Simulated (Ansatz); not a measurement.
Input file for Ansatz (a first-principles code):

Ansatz 0.2 input:
```yaml
crystal:
  lattice:
    - [7.5523621811, 0.0, 0.0]
    - [0.0, 5.3963116143, 0.0]
    - [-3.0754974473, 0.0, 8.158598882]
  atoms:
    - { symbol: Cs, position: [0.326875805, 0.75, 0.6314072987] }
    - { symbol: Cs, position: [0.673124195, 0.25, 0.3685927013] }
    - { symbol: Cu, position: [0.11336145, 0.4988683007, 0.1472199294] }
    - { symbol: Cu, position: [0.88663855, 0.5011316993, 0.8527800706] }
    - { symbol: Cu, position: [0.88663855, 0.9988683007, 0.8527800706] }
    - { symbol: Cu, position: [0.11336145, 0.0011316993, 0.1472199294] }
    - { symbol: I, position: [0.2022112901, 0.25, 0.9228962592] }
    - { symbol: I, position: [0.7977887099, 0.75, 0.0771037408] }
    - { symbol: Cl, position: [0.1311693494, 0.25, 0.3710128071] }
    - { symbol: Cl, position: [0.8688306506, 0.75, 0.6289871929] }
    - { symbol: Cl, position: [0.6190806047, 0.25, 0.7442631178] }
    - { symbol: Cl, position: [0.3809193953, 0.75, 0.2557368822] }
kpoints:
  mp_grid: { grid: [4, 5, 4] }
basis: { xc_grid: 2, fft_grid_basis: typed }
hamiltonian:
  xc: pbesol
  pseudopotentials: { kind: paw }
scf:
  occupations: { method: fixed }
checkpoint: { read: static.run }
output: { write_density: true, elf: true, volumetric_format: npy }
```

Output (shortened):

```
Pseudopotentials: kind: paw
Pseudopotential: Cs, paw, valence charge 9
Pseudopotential: Cu, paw, valence charge 19
Pseudopotential: I, paw, valence charge 17
Pseudopotential: Cl, paw, valence charge 7
Functional definition: PBEsol
Crystal: 12 atoms, lattice volume = 332.503 Å³
Basis set: ecut = 420 eV, 6487 PW (Γ), exchange–correlation on 108×80×120 points (8 copies of the dense FFT grid, shifted against one another)
Bands: 94, of which v1, the nominal top of the filled ones, is band 78 counted from 1 (77 counted from 0)
Symmetry: 4 space group operations
Space group: P21/m (ITA 11), of the structure as read, at distance tolerance 6.9e-5 Å
k-points: 30 of 80
PAW frozen core: Cs, regenerated for the run's functional, and the local potential with it
PAW frozen core: Cu, regenerated for the run's functional, and the local potential with it
PAW frozen core: I, regenerated for the run's functional, and the local potential with it
PAW frozen core: Cl, regenerated for the run's functional, and the local potential with it
Initial density: read from a saved state, or passed on in memory by an earlier SCF of this step, an earlier step, the calling program or the single point that …
Stability of the state it starts from, as read at its close in the unpolarized treatment …
Initial wavefunctions: pseudopotential atomic-orbital guess
Eigensolver: davidson
Functional: x = pbesol(κ = 0.804, μ = 0.12345679012345678), c = pbesol(β = 0.046)
iter 1 solved again at ethr=5.37e-7 eV; its pass at ethr=3.10e-3 eV (dr2=8.38e-4 eV) is discarded
SCF iter   1: F=—  HF=-56644.987569 eV  |F-HF|=—  |Δ(HF+E_count)|=         —  Δρ=1.10e-6  dr2=4.50e-9  ethr=5.37e-7  ⟨swp⟩=3.1  Hψ=16565  notcnv=0  defer=420
all-band conjugate gradients solve this SCF's bands
preconditioner: auto → Resta (q_TF=auto, 2.405 Å⁻¹)
SCF iter   2: F=—  HF=-56644.987580 eV  |F-HF|=—  |Δ(HF+E_count)|=   1.07e-5  Δρ=9.36e-7  dr2=3.02e-9  ethr=2.88e-12  ⟨swp⟩=17.4  Hψ=19503  notcnv=0
SCF iter   3: F=-56644.987580 eV  HF=-56644.987580 eV  |F-HF|=3.57e-10  |Δ(HF+E_count)|=  6.26e-10  Δρ=3.71e-7  dr2=5.05e-10  ethr=1.93e-12  ⟨swp⟩=1.0  Hψ=6089  notcnv=0
SCF 1 converged in 3 iterations: F = -56644.987580 eV  dr2 = 5.05e-10
SCF converged after 3 iterations
Free energy (F): -56644.987580 eV
Harris-Foulkes:  -56644.987580 eV  (|F-HF|=3.57e-10)
Internal energy: -56644.987580 eV  (E = F + TS)
E sigma→0 (E₀):  -56644.987580 eV
Fermi energy:    6.056400 eV
--- Per-component energies (eV) ---
  E_band       = -3008.549306
  E_kinetic    = 2513.803494
  E_local      = -39161.654961  (includes V_loc(G=0)·N_el)
  E_nonlocal   = 1619.692405
  E_hartree    = 18108.469459
  E_xc         = -1374.772662
  E_vxc        = -1449.857156  (∫ρ·V_xc dr)
  E_paw        = -28558.040345  (= ΣΔE_a)
  E_vpaw       = -2747.473252  (= ΣTr[D̂ρ^β])
  E_aug_tail   = 0.001482  (compensation charges beyond the density's cutoff)
  E_ewald      = -9794.737594
  E_core_change = 2.251141  (= ΣΔE_core)
  E_smearing   =  0.000000  (= −TS)
  E_closure    =  0.000000  (closes the sum)
  Σ components = -56644.987580   (vs F -56644.987580, Δ=0.00e0)
  [band-id]    e_kinetic+e_local+e_nonlocal+2·e_hartree+e_vxc+e_vpaw+e_augmentation_tail = -3008.549070   (vs E_band -3008.549306, Δ=2.36e-4)
--- Band table (eV; the first three rows and the last of 30) ---
  k-point 0: bands = ["-104.7161", "-104.7139", "-104.7134", "-104.7111", "-62.3508", "-62.3476", "-62.3299", "-62.3270", "-62.3008", "-62.2979", "-62.2679", "-62.2653", "-62.2176", "-62.2146", "-62.2041", "-62.2014", "-39.1770", "-39.1770", "-39.1645", "-39.1643", "-39.1470", "-39.1468", "-39.0800", "-39.0799", "-39.0767", "-39.0767", "-14.7924", "-14.7694", "-9.0493", "-8.9879", "-8.7446", "-8.7327", "-7.1447", "-6.9424", "-1.7960", "-1.7707", "-1.6951", "-1.6244", "-1.6168", "-1.5786", "0.3520", "1.0448", "1.3792", "1.7514", "1.8698", "2.0756", "2.1602", "2.1885", "2.3568", "2.5400", "2.6221", "2.6221", "2.7367", "2.8083", "2.8271", "2.8582", "3.1466", "3.6482", "3.8236", "4.1868", "4.3003", "4.4024", "4.4321", "4.7615", "4.8839", "4.9465", "5.0923", "5.1172", "5.1468", "5.2285", "5.3861", "5.5308", "5.6080", "5.6535", "5.6794", "5.7180", "5.9091", "6.0564", "8.1475", "9.3447", "9.7508", "9.7874", "10.3784", "10.5161", "10.6408", "11.2134", "11.3493", "11.6225", "11.8097", "12.0484", "12.2937", "12.4603", "12.5105", "12.8045"]
  k-point 1: bands = ["-104.7161", "-104.7139", "-104.7134", "-104.7111", "-62.3508", "-62.3476", "-62.3299", "-62.3270", "-62.3008", "-62.2979", "-62.2679", "-62.2653", "-62.2176", "-62.2146", "-62.2041", "-62.2014", "-39.1770", "-39.1770", "-39.1645", "-39.1643", "-39.1470", "-39.1468", "-39.0800", "-39.0799", "-39.0767", "-39.0767", "-14.7922", "-14.7696", "-9.0421", "-8.9967", "-8.7439", "-8.7336", "-7.1428", "-6.9415", "-1.7933", "-1.7651", "-1.6907", "-1.6274", "-1.6198", "-1.5848", "0.4128", "1.0113", "1.2905", "1.7781", "1.9752", "2.0802", "2.1105", "2.1999", "2.3382", "2.5174", "2.5884", "2.6525", "2.7411", "2.7826", "2.8083", "2.8467", "3.1784", "3.6369", "3.8231", "4.1867", "4.2980", "4.4101", "4.4437", "4.7597", "4.8756", "4.9413", "5.0924", "5.1177", "5.1447", "5.2400", "5.3614", "5.4964", "5.6418", "5.6462", "5.6839", "5.7158", "5.8677", "5.9719", "8.4413", "9.6227", "9.7118", "9.9384", "10.5505", "10.6894", "10.7983", "11.1168", "11.2417", "11.6700", "11.6736", "11.7467", "11.9686", "12.4707", "12.6095", "12.6698"]
  k-point 2: bands = ["-104.7161", "-104.7139", "-104.7134", "-104.7111", "-62.3508", "-62.3476", "-62.3299", "-62.3270", "-62.3008", "-62.2979", "-62.2679", "-62.2653", "-62.2176", "-62.2146", "-62.2041", "-62.2014", "-39.1770", "-39.1770", "-39.1645", "-39.1643", "-39.1470", "-39.1468", "-39.0800", "-39.0799", "-39.0767", "-39.0767", "-14.7920", "-14.7698", "-9.0298", "-9.0107", "-8.7431", "-8.7347", "-7.1410", "-6.9406", "-1.7908", "-1.7592", "-1.6846", "-1.6306", "-1.6237", "-1.5913", "0.4886", "0.9528", "1.2228", "1.8681", "2.0178", "2.0599", "2.1134", "2.1775", "2.3021", "2.5019", "2.5589", "2.6803", "2.7462", "2.7576", "2.7999", "2.8301", "3.2070", "3.6259", "3.8233", "4.1854", "4.2958", "4.4245", "4.4496", "4.7578", "4.8669", "4.9361", "5.0926", "5.1182", "5.1425", "5.2601", "5.3249", "5.4658", "5.6422", "5.6888", "5.6979", "5.7119", "5.8049", "5.9005", "8.7678", "9.6794", "10.0660", "10.1134", "10.6807", "10.8153", "10.9109", "10.9955", "11.2817", "11.3210", "11.4220", "11.8711", "12.0459", "12.0760", "12.2326", "12.6415"]
  k-point 29: bands = ["-104.7153", "-104.7147", "-104.7126", "-104.7119", "-62.3433", "-62.3403", "-62.3367", "-62.3338", "-62.2998", "-62.2989", "-62.2670", "-62.2662", "-62.2133", "-62.2105", "-62.2090", "-62.2063", "-39.1770", "-39.1770", "-39.1645", "-39.1644", "-39.1469", "-39.1468", "-39.0800", "-39.0800", "-39.0767", "-39.0767", "-14.7759", "-14.7729", "-8.9607", "-8.9051", "-8.8578", "-8.7975", "-7.0845", "-7.0279", "-1.7696", "-1.7652", "-1.6863", "-1.6802", "-1.6543", "-1.6314", "0.7959", "0.9550", "1.2884", "1.5328", "1.8410", "2.0236", "2.0922", "2.1517", "2.2232", "2.2669", "2.3573", "2.3714", "2.6104", "2.8951", "3.1360", "3.1697", "3.2375", "3.3254", "4.0608", "4.2400", "4.3582", "4.3739", "4.5219", "4.8126", "4.8329", "4.8656", "4.9053", "4.9372", "5.1931", "5.2756", "5.5233", "5.5667", "5.5680", "5.7094", "5.8210", "5.8235", "5.8531", "5.8558", "9.1419", "9.2676", "10.1654", "10.4968", "10.9980", "11.1411", "11.3102", "11.4466", "11.6923", "11.9968", "12.0641", "12.1652", "12.2084", "12.5185", "12.6838", "12.9317"]
  band table: 94 of 94 bands, residual norms ≤ 1.0e-3 eV
```

Cost: very roughly 40 core-seconds on shared cores.

Space group P2_1/m. The workflow started from a Materials Project entry (that database holds measured and hypothetical structures alike); the Crystallography Open Database copy checked does not list it. Its standing as an ambient phase is unchecked. The cell was relaxed with PBEsol under the symmetry of its start; its stability against distortions is not shown here. No spin polarisation was allowed. Scalar-relativistic: spin–orbit coupling is off unless named, which matters more the heavier the elements.

Potentials: the later of the program's two PAW sets.

Ansatz is a plane-wave DFT program.
